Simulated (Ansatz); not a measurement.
GaP (CsCl type, space group No. 221) under volume change, DFT-PBE in the program Ansatz with PAW potentials, scaled uniformly.

| V (Å³/atom) | E − E(relaxed) (meV/atom) | P (GPa) |
|---|---|---|
| 15.152 | 36.1 | 8.43 |
| 15.651 | 15.2 | 5.12 |
| 16.151 | 3.6 | 2.39 |
| 16.650 | 0.0 | 0.00 |
| 17.150 | ___ | ___ |
| 17.649 | ___ | ___ |
| 18.149 | 24.5 | -4.98 |

Fill in the missing entries.


- 17.649, E − E(relaxed) (meV/atom): 11.3
- 17.649, P (GPa): -3.47
- 17.150, E − E(relaxed) (meV/atom): 3.0
- 17.150, P (GPa): -1.83

What does a third-order Birch–Murnaghan fit give for V₀, B₀ and B′?

V₀ = 16.67 Å³/atom, B₀ = 70.6 GPa, B′ = 4.7.

Space group Pm-3m (CsCl type). The cell is a constructed one: a structure type filled with these elements; neither database checked (COD, Materials Project) lists it. It is not the phase usual at ambient conditions (space group No. 216). The cell was relaxed with PBE under the symmetry of its start; whether a distortion lowers the energy is not shown. Spin–orbit coupling is left out wherever it is not named.

Potentials: the earlier of the program's two PAW sets.
